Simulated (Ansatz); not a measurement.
As (A7 type, space group R-3m)

```yaml
crystal:
  lattice:
    - [1.89202, 1.09236, 3.36884]
    - [-1.89202, 1.09236, 3.36884]
    - [0.00000, -2.18472, 3.36884]
  atoms:
    - { symbol: As, position: [0.23031, 0.23031, 0.23031] }
    - { symbol: As, position: [0.76969, 0.76969, 0.76969] }
```

In each cell atom 2 (As, nearest neighbour As at 2.535 Å; its periodic images, 3.8 Å or more away, move with it) moves by s·(0.707, 0.707, 0.000) (along Cartesian [110]), the rest being held.

These are PBE-D3(BJ) (plane waves to 420 eV, PAW, scalar-relativistic; Ansatz, a first-principles code) values and carry that method's errors. k mesh 9×9×9 (Γ-centred), Fermi-Dirac smearing 0.05 eV. With partly filled bands, energies and forces of such displacements shift with the k mesh and the smearing. F∥ is the force on the atom along that direction. As was relaxed with its symmetry unable to fall. The PAW data are Ansatz's earlier set. 

```
s (Å)   F∥ (eV/Å)
------  ---------
-0.250      1.206
-0.200      0.911
-0.150      0.656
-0.100      0.421
-0.050      0.200
0.000       0.000
0.050      -0.179
0.100      -0.342
0.150      -0.492
0.200      -0.643
0.250      -0.836
```

Q: What is the force constant k = d²E/ds² of this move at s = 0?

A: 3.79 eV/Å². The forces along the line at the two nearest points give (0.200 − (-0.179)) / (2·0.050) = 3.79 eV/Å²; the next pair corrects for the finite step.

(For displaced atoms, the force is minus the slope of the energy, and its curvature is a force constant, which sets phonon frequencies.)
